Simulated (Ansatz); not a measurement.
Relaxed-ion elastic tensor of C₃H in space group P6/mmm (No. 191; C on 6l, C on 6l, H on 6l, C on 6l) in GPa (Voigt order), r²SCAN+D4 (plane waves, PAW; program Ansatz); density 0.82 g/cm³, 18.81 Å³ per atom.

```json
[
 {"": "1", "1": "156", "2": "128", "3": "-1.2", "4": "0.0", "5": "0.0", "6": "0.0"},
 {"": "2", "1": "128", "2": "156", "3": "-1.2", "4": "0.0", "5": "0.0", "6": "0.0"},
 {"": "3", "1": "-1.2", "2": "-1.2", "3": "8.9", "4": "0.0", "5": "0.0", "6": "0.0"},
 {"": "4", "1": "0.0", "2": "0.0", "3": "0.0", "4": "-1.2", "5": "0.0", "6": "0.0"},
 {"": "5", "1": "0.0", "2": "0.0", "3": "0.0", "4": "0.0", "5": "-1.2", "6": "0.0"},
 {"": "6", "1": "0.0", "2": "0.0", "3": "0.0", "4": "0.0", "5": "0.0", "6": "13.9"}
]
```

**Question.** Is the crystal mechanically stable?

**Answer.** On the edge, within the error: the smallest eigenvalue of C is -1.2 GPa.

The cell is a constructed one: a structure type filled with these elements; neither database checked (COD, Materials Project) lists it. Whether it is the stable phase at ambient conditions was not checked. Symmetry was held in the r²SCAN+D4 relaxation; whether a distortion lowers the energy is not shown.

Potentials: the later of the program's two PAW sets.
